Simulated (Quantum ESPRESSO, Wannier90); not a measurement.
## Tight-binding from DFT: TlCl (CsCl type)

```xyz
2
Lattice="3.8375 0.0000 0.0000 0.0000 3.8375 0.0000 0.0000 0.0000 3.8375" Properties=species:S:1:pos:R:3 pbc="T T T"
Tl     0.0000     0.0000     0.0000
Cl     1.9187     1.9187     1.9187
```

Cell from Materials Project (mp-23167), symmetrised, no further relaxation. COD (Crystallography Open Database) has an entry of this formula and space group (matched by these alone). Computed values, not measurements, from LDA: Quantum ESPRESSO (norm-conserving PseudoDojo potentials, cutoff 50 Ry, no spin polarisation, no spin-orbit coupling) on a Γ-centred 8×8×8 mesh, then Wannier90. Density: 8×8×8 mesh, cold smearing 0.01 Ry. Spin-orbit coupling is left out although heavy elements are present.

Base run: 8 functions from bands 1,7-20 of the 20 computed, start hydrogen-like Tl: s;p; Cl: s;p, centres 0.05 Å off the atoms, frozen window up to 3.38 eV relative to the valence-band maximum, outer window open. Bands 2–6 (Tl 5d 99 %) lie between the kept ones and are excluded. Rows change the key named; with other orbitals the number of functions and the frozen window follow, as listed; window edges are relative to the valence-band maximum. The misfit compares interpolated bands with pw.x on a high-symmetry path, for states up to 2.9 eV relative to the valence-band maximum. Converged means that the tolerances were met: symmetric starts can stop on a saddle, which shows as a larger Ω_OD at equal Ω_I and can move the misfit too.

| setting | functions | frozen to (eV) | Ω_I (Å²) | Ω_D (Å²) | Ω_OD (Å²) | rms misfit (meV) | worst (meV) | ended |
|---|---|---|---|---|---|---|---|---|
| base | 8 | 3.38 | 10.51 | 0.00 | 2.54 | 2.9 | 24 | converged |
| only the lowest 10 of the kept bands | 8 | 3.38 | 12.33 | 0.00 | 2.61 | 1.9 | 12 | converged |
| only the lowest 11 of the kept bands | 8 | 3.38 | 12.06 | 0.00 | 2.59 | 2.6 | 19 | converged |
| only the lowest 13 of the kept bands | 8 | 3.38 | 11.22 | 0.00 | 2.56 | 1.9 | 13 | converged |
| dis_num_iter = 20 | 8 | 3.38 | 10.54 | 0.00 | 2.53 | 3.6 | 31 | step limit |
